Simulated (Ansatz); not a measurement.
**From the elastic tensor of GaN at 18 GPa (stress–strain coefficients) to moduli and sound speeds**

Level of theory: DFT LDA, scalar-relativistic, plane waves, PAW (Ansatz 0.2.0). Settings: 420 eV plane-wave cutoff, Γ-centred 12×12×12 mesh, fixed occupations. No spin polarisation.

It takes space group F-43m (No. 216, cubic). The conventional cell has a = 4.345 Å, b = 4.345 Å, c = 4.345 Å, α = 90.00°, β = 90.00°, γ = 90.00°. Ga (site symmetry -43m) has 4 N at 1.88 Å as nearest neighbours. N (site symmetry -43m) has 4 Ga at 1.88 Å as nearest neighbours.

Other phases may be more stable at this pressure.

Relaxed-ion constants (GPa, on the Cartesian axes of the calculation):
C11 = 356.4, C12 = 237.2, C13 = 237.2, C22 = 356.4, C23 = 237.2, C33 = 356.4, C44 = 168.6, C55 = 168.6, C66 = 168.6 GPa; the others vanish.

Density 6.781 g/cm³; 2 atoms in 20.50 Å³.

The values that follow are for a polycrystal of randomly turned grains, by Hill's mean where one number stands. In a crystal this anisotropic the Voigt and Reuss bounds lie far apart, so Hill's mean and the sound speeds and Debye temperature from it are rough.

With S = C⁻¹: B_V = (C11+C22+C33+2(C12+C13+C23))/9, G_V = (C11+C22+C33−C12−C13−C23+3(C44+C55+C66))/15, 1/B_R = S11+S22+S33+2(S12+S13+S23), 15/G_R = 4(S11+S22+S33−S12−S13−S23)+3(S44+S55+S66); Hill is their mean. Then v_l = √((B+4G/3)/ρ), v_t = √(G/ρ), v_m = [(2/v_t³+1/v_l³)/3]^(−1/3) and Θ = (ħ/k_B)·v_m·(6π²n/V)^(1/3) for n atoms in the volume V; E = 9BG/(3B+G), ν = (3B−2G)/(2(3B+G)) and A^U = 5G_V/G_R + B_V/B_R − 6.

- Bulk modulus, Voigt / Reuss / Hill: 277.0 / 277.0 / 277.0 GPa
- Shear modulus, Voigt / Reuss / Hill: 125.0 / 97.4 / 111.2 GPa
- Young's modulus: 294 GPa
- Poisson ratio: 0.323
- Pugh ratio B/G: 2.49
- Universal anisotropy index: 1.42
- Longitudinal and transverse sound speeds: 7918 and 4049 m/s
- Debye temperature from the mean sound speed: 622 K

This zinc-blende form isn't the usual stable structure of the compound at low pressure.

Cost: 1 run of about 1.2 core-minutes, on Intel Xeon Platinum 8488C (Sapphire Rapids) (shared hosts).